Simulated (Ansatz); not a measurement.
V:
```
V
1.0
   -1.46297     1.46297     1.46297
    1.46297    -1.46297     1.46297
    1.46297     1.46297    -1.46297
V
1
Direct
  0.00000   0.00000   0.00000
```

Relaxed with LDA. Special points in fractions of this cell's reciprocal vectors: Γ (0.000, 0.000, 0.000); H (0.500, -0.500, 0.500); N (0.000, 0.000, 0.500); P (0.250, 0.250, 0.250).

Problem. List the band energies nearest the Fermi level at these points for LDA in the plane-wave PAW code Ansatz.

Solution. In eV from the Fermi level; about four levels below and three above (degenerate sets whole), none deeper than 8.9 eV; … stands for higher levels left out; points with the same levels are listed once.

```json
[
 {"k": "Γ", "below": "-6.67", "above": "0.40 0.40 0.40"},
 {"k": "H", "below": "-3.36 -3.36", "above": "…"},
 {"k": "N", "below": "-3.44 -1.30", "above": "2.01 2.62 …"},
 {"k": "P", "below": "-1.17 -1.17 -1.17", "above": "…"}
]
```

Space group Im-3m (bcc (W type)). Symmetry was held in the LDA relaxation. The workflow began spin-polarised and lost its moments.

Potentials: the earlier of the program's two PAW sets. The files were generated under PBE; for other functionals the program regenerates the frozen cores, and for LDA and PBEsol the local potential too.
